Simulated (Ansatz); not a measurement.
InAs:
```cif
data_AsIn
_chemical_formula_sum 'As1 In1'
_space_group_name_H-M_alt 'P 1'
_space_group_IT_number 1
_cell_length_a 4.31924
_cell_length_b 4.31924
_cell_length_c 4.31924
_cell_angle_alpha 60.000
_cell_angle_beta 60.000
_cell_angle_gamma 60.000
loop_
_space_group_symop_operation_xyz
  'x, y, z'
loop_
_atom_site_label
_atom_site_type_symbol
_atom_site_fract_x
_atom_site_fract_y
_atom_site_fract_z
_atom_site_occupancy
As1 As 0.75000 0.75000 0.75000 1
In1 In 0.00000 0.00000 0.00000 1
```

Relaxed with r²SCAN.

### Question
Decompose the optical modes at the zone centre into irreducible representations, and say which are infrared and Raman allowed.

### Answer
Point group -43m: Γ_opt = T2. Infrared: T2. Raman: T2.

### Question
Assign frequencies (DFPT, DFT-r²SCAN in the program Ansatz with PAW potentials; without the LO–TO term).

### Answer
T2 210 cm⁻¹.

Space group F-43m (zinc blende). The r²SCAN relaxation kept the symmetry of its start; phonons on a q-mesh show no instability.

Potentials: the later of the program's two PAW sets.
